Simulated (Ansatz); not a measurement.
One crystal and one scan (energy against volume) at two levels, PBEsol (plane waves to 420 eV, PAW, scalar-relativistic; Ansatz, a first-principles code) and PBE (plane waves to 420 eV, PAW, scalar-relativistic; Ansatz), each from its own relaxed cell and on its own mesh. The cell shown is that of PBEsol.

ZnCu (CsCl type)

```
ZnCu
1.0
    2.90828     0.00000     0.00000
    0.00000     2.90828     0.00000
    0.00000     0.00000     2.90828
Zn Cu
1 1
Direct
  0.50000   0.50000   0.50000
  0.00000   0.00000   0.00000
```

This relaxed cell (volume V₀) is scaled evenly in all directions, its shape held. Symmetry pins the atoms to their sites.

Energies are smeared free energies. ZnCu is run without spin polarisation. ZnCu was relaxed with its symmetry unable to fall. Percentages come from the unrounded values. Both scans cover V/V₀ from 0.940 to 1.060.

Results of PBEsol:

- Lattice constant a (Å) = 2.908
- Pressure at the smallest volume (GPa) = 9.9
- Energy cost of the largest compression (meV/atom) = 21
- Energy cost of the largest expansion (meV/atom) = 17
- Bulk modulus B₀ (third-order Birch-Murnaghan fit) (GPa) = 137.1
- Pressure for 5 % compression (fit) (GPa) = 8.0

### Question
Estimate the PBE values.

### Answer
| quantity | PBE | PBEsol − PBE |
|---|---|---|
| Lattice constant a (Å) | 2.964 | -0.056 (-1.9 %) |
| Pressure at the smallest volume (GPa) | 8.3 | +1.6 (+19 %) |
| Energy cost of the largest compression (meV/atom) | 19 | +2 |
| Energy cost of the largest expansion (meV/atom) | 15 | +2 |
| Bulk modulus B₀ (third-order Birch-Murnaghan fit) (GPa) | 114.8 | +22.3 (+19 %) |
| Pressure for 5 % compression (fit) (GPa) | 6.7 | +1.3 (+19 %) |

PBEsol gives the higher value for: pressure at the smallest volume; bulk modulus B₀; pressure for 5 % compression. PBEsol gives the lower value for: lattice constant a. Neither level is exact: the differences show how much the result hangs on the functional.

(Under strain, the slope of the energy per volume gives the stress and its curvature an elastic modulus.)
